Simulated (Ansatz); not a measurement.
MnCl2 in space group R-3m (No. 166; Mn on 3a, Cl on 6c), r²SCAN+D4 (plane waves, PAW; program Ansatz). The conduction-band minimum lies at F, with 3 equivalent valleys. Second derivatives d²E/dk² of the lowest band at one valley (eV·Å²), along Cartesian directions:

```tsv
direction	d²E/dk²
[100]	5.014
[010]	8.644
[001]	3.303
[110]	3.685
[101]	2.996
[011]	5.303
```

Find the principal effective masses, the density-of-states mass and the conductivity mass.

Off-diagonal terms follow from H_xy = H[110] − (H_xx + H_yy)/2, and m*/mₑ = 7.620 eV·Å² over each eigenvalue: 0.73, 1.7, 4.0. One valley's DOS mass (m₁m₂m₃)^(1/3) = 1.7, conductivity mass 3/(Σ 1/mᵢ) = 1.3 mₑ.

What effective density of states Nc follows at 300 K for parabolic valleys?

Nc = 2.509e19 × 3 × (1.7)^(3/2) / 2 (one spin channel) ≈ 8.3e19 cm⁻³.

The first step of the workflow began from a Materials Project structure, measured or hypothetical; the Crystallography Open Database files this formula in space group No. 166, but the cells were not matched. Its standing as an ambient phase is unchecked. The cell was relaxed with r²SCAN+D4 under the symmetry of its start; whether a distortion lowers the energy is not shown. Spin order of the final state: ferromagnetic, chosen from 4 collinear starts compared on coarse meshes (ties went to the first, and starts can fall back to one state), not a proven ground state. Other orbital occupations within this spin state were not tried. No Hubbard U is applied.

Potentials: the later of the program's two PAW sets.

Edges and masses are those of Kohn–Sham bands, whose gap is no quasiparticle gap.
